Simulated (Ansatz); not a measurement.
## Structure relaxation, MgRh

The start is a randomly generated symmetric cell of MgRh (space group No. 12). The structure is fully relaxed (lattice and positions, P = 0) with PBEsol (plane waves to 420 eV, PAW, scalar-relativistic; Ansatz, a first-principles code). First-step values are on the input's coarse k-mesh.

Ansatz input (later rounds restart from its end on a renewed k-mesh):
Ansatz 0.2 input:
```yaml
crystal:
  lattice:
    - [3.6298898, -2.087202, 0]
    - [3.6298898, 2.087202, 0]
    - [-0.6314376, 0, 2.3116017]
  atoms:
    - { symbol: Mg, position: [0, 0, 0] }
    - { symbol: Rh, position: [0.5, 0.5, 0.5] }
basis: { ecutwfc: 420, ecutrho_ratio: 4, xc_grid: 2, fft_grid_basis: typed }
kpoints: { mp_grid: { grid: [9, 9, 14] } }
hamiltonian:
  xc: pbesol
  dispersion: none
  pseudopotentials: { kind: paw }
scf: { occupations: { method: fermi_dirac, width: 0.05 } }
relax: { f_tol: 0.01, max_steps: 100, cell: { stress_tol: 0.02 } }
output: { forces: true, stress: true }
```

Task: How large is the pressure on the unrelaxed cell, and of which sign?

Result: +23.4 GPa (positive: the cell is compressed).

Task: How much energy is released per atom?

Result: 1.43 eV/atom.

Task: How does the volume change?

Result: -16.4 %, from 17.51 to 14.65 Å³/atom.

Task: Is the relaxed structure metallic? Give its gap.

Result: No gap (metallic).

Final values are on a 15×15×15 k-mesh of the relaxed cell. No spin polarisation in the result.

The run could not lose the symmetry of its start.

All atoms sit on sites fixed by symmetry, so only the cell could relax.
